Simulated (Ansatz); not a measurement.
SiGe:
Space group Pmma (No. 51); a = 3.9228 Å, b = 3.9276 Å, c = 5.5424 Å, α = β = γ = 90.00°

```
atom  site  symmetry       x       y       z
----  ----  --------  ------  ------  ------
Si      2e       mm2  0.2500  0.0000  0.1200
Ge      2f       mm2  0.2500  0.5000  0.3694
```

Relaxed with r²SCAN.

Task: Tabulate the valence density and the electron localisation function along the shortest Si–Ge contact (2.40 Å), r²SCAN (plane waves, PAW; program Ansatz).

Result: 

| distance from Si (Å) | density (e/Å³) | ELF |
|---|---|---|
| 0.24 | 0.16 | 0.43 |
| 0.36 | 0.22 | 0.40 |
| 0.48 | 0.31 | 0.51 |
| 0.60 | 0.41 | 0.71 |
| 0.72 | 0.49 | 0.85 |
| 0.84 | 0.54 | 0.91 |
| 0.96 | 0.55 | 0.93 |
| 1.08 | 0.55 | 0.92 |
| 1.20 | 0.55 | 0.89 |
| 1.32 | 0.58 | 0.81 |
| 1.44 | 0.62 | 0.69 |
| 1.56 | 0.72 | 0.56 |
| 1.68 | 1.03 | 0.42 |
| 1.80 | 2.19 | 0.29 |
| 1.92 | 5.78 | 0.18 |
| 2.04 | 14.20 | 0.13 |
| 2.16 | 28.09 | 0.19 |

The density is the valence pseudo-density with augmentation charge, so density and ELF within about 1 Å of a nucleus are not all-electron values.

The start of the workflow was typed in or built on a structure type; neither database checked (COD, Materials Project) lists it. Its standing as an ambient phase is unchecked. Symmetry was held in the r²SCAN relaxation; its stability against distortions is not shown here.

Potentials: the earlier of the program's two PAW sets.
